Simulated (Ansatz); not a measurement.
A relaxed cell of Gd₄O is given with its symmetry left out. The cell was found from a structure generator's guess, not taken from experiment.

Theory: DFT PBE, scalar-relativistic, plane waves, PAW (Ansatz). Cutoff 420 eV, Γ-centred mesh, Gaussian smearing, collinear spin.

```
CELL_PARAMETERS angstrom
-2.46976 2.46976 5.28992
2.46976 -2.46976 5.28992
2.46976 2.46976 -5.28992
ATOMIC_POSITIONS crystal
Gd 0.23190 0.23190 0.00000
Gd 0.76810 0.76810 0.00000
Gd 0.50000 0.00000 0.50000
Gd 0.00000 0.50000 0.50000
O 0.00000 0.00000 0.00000
```

Q: Find its symmetry and describe it.

A: I4/mmm (No. 139). Conventional cell: a = 4.940 Å, c = 10.580 Å. Around Gd on a site of symmetry 4mm lie 1 O at 2.45 Å, 8 Gd at 3.48–3.51 Å and 4 Gd at 3.76 Å; Gd on a site of symmetry mmm is surrounded by 2 O at 2.47 Å, 8 Gd at 3.48–3.49 Å and 4 Gd at 3.76 Å; around O lie 6 Gd at 2.45–2.47 Å.

Q: Is it a metal?

A: Yes, bands cross the Fermi level on the 10×10×10 mesh.

Q: Which magnetic moments does it keep?

A: 5.90 μB per atom net, the space between the atoms included; by site: Gd 6.9 (×4) μB.

The last run used collinear spin, a 10×10×10 mesh for its 5-atom cell and Gaussian smearing of 0.10 eV. The 4f shell of Gd is treated without a Hubbard U, which places its levels poorly. Another magnetic order may lie lower. A structure relaxed within its symmetry needn't be a true minimum.
